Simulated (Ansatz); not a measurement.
HfO2:
```
CELL_PARAMETERS angstrom
      5.48560     0.00000     0.00000
      0.00000     3.25586     0.00000
      0.00000     0.00000     6.39694
ATOMIC_POSITIONS crystal
  Hf 0.75433 0.25000 0.11331
  Hf 0.24567 0.75000 0.88669
  Hf 0.74567 0.75000 0.61331
  Hf 0.25433 0.25000 0.38669
  O  0.97496 0.75000 0.33854
  O  0.02504 0.25000 0.66146
  O  0.52504 0.25000 0.83854
  O  0.47496 0.75000 0.16146
  O  0.85930 0.75000 0.92656
  O  0.14070 0.25000 0.07344
  O  0.64070 0.25000 0.42656
  O  0.35930 0.75000 0.57344
```

Tensor components refer to the Cartesian frame of this cell.

Task: Give the high-frequency dielectric tensor and the Born effective charge tensors of the independent atoms from DFPT, DFT-LDA in the program Ansatz with PAW potentials.

Result: 
ε∞:
```
5.80  0.00  0.00
0.00  5.68  0.00
0.00  0.00  5.81
```
Z* of atom 1 (Hf), rows: field, columns: displacement, in e:
```
 4.95   0.00  -0.07
 0.00   4.91   0.00
-0.19   0.00   5.06
```
Z* of atom 5 (O), rows: field, columns: displacement, in e:
```
-2.59   0.00   0.03
 0.00  -2.62   0.00
-0.10   0.00  -2.32
```
Z* of atom 9 (O), rows: field, columns: displacement, in e:
```
-2.36   0.00   0.20
 0.00  -2.29   0.00
 0.24   0.00  -2.74
```

Space group Pnma. The first step of the workflow began from a Materials Project structure, measured or hypothetical; the Crystallography Open Database copy checked does not list it. It is not the phase usual at ambient conditions (space group No. 14, 29). Symmetry was held in the LDA relaxation; whether a distortion lowers the energy is not shown. The run is not spin-polarised. Scalar-relativistic: spin–orbit coupling is off unless named, which matters more the heavier the elements.

Potentials: the later of the program's two PAW sets.
